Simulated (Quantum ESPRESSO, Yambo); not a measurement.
RbCl (CsCl type, space group Pm-3m, No. 221) under isotropic strain of -0.7 % on all lattice vectors. The PBEsol cell relaxed from Materials Project entry mp-23299 was given an isotropic strain of -0.7 % on all lattice vectors, and the atoms were relaxed again. Chain: PBEsol (pw.x of Quantum ESPRESSO, ONCV potentials, no spin-orbit coupling); G0W0 in Yambo (4×4×4 Γ-centred k mesh, 134 bands and a 10 Ry block in the screening, 134 bands in G with the Bruneval-Gonze terminator, plasmon pole fitted at 27.2 eV); BSE (8×8×8 mesh, 3 valence and 3 conduction bands, static screening with 29 bands and a 4 Ry block, scissor 2.92 eV, Tamm-Dancoff).

| Item | Result |
|---|---|
| PBEsol gap (dense path) | 5.04 eV |
| PBEsol gap M → Γ on the GW mesh | 5.04 eV |
| PBEsol smallest direct gap on the GW mesh, at Γ | 5.13 eV |
| G0W0 direct gap at that point | 8.04 eV |
| G0W0 correction to the gap M → Γ | 2.91 eV |
| lowest exciton | no binding energy given (see below) |
| RPA electronic dielectric constant along x | 2.61 (10×10×10 mesh, PBEsol bands) |

Rough cost of the Yambo steps against G0W0 for 6 states: BSE within a factor of two, one RPA spectrum about 1/10.

Convergence of the G0W0 settings was not tested. The BSE states are vertical excitations (zero momentum). Convergence of the RPA response with its 10×10×10 mesh was not tested. The lowest state covers only about 4 of the 512 k points, so the mesh doesn't resolve it: its energy and its distance from the direct gap are mesh artefacts. An extended exciton needs a far denser mesh.

This is not the ordinary phase of the substance.
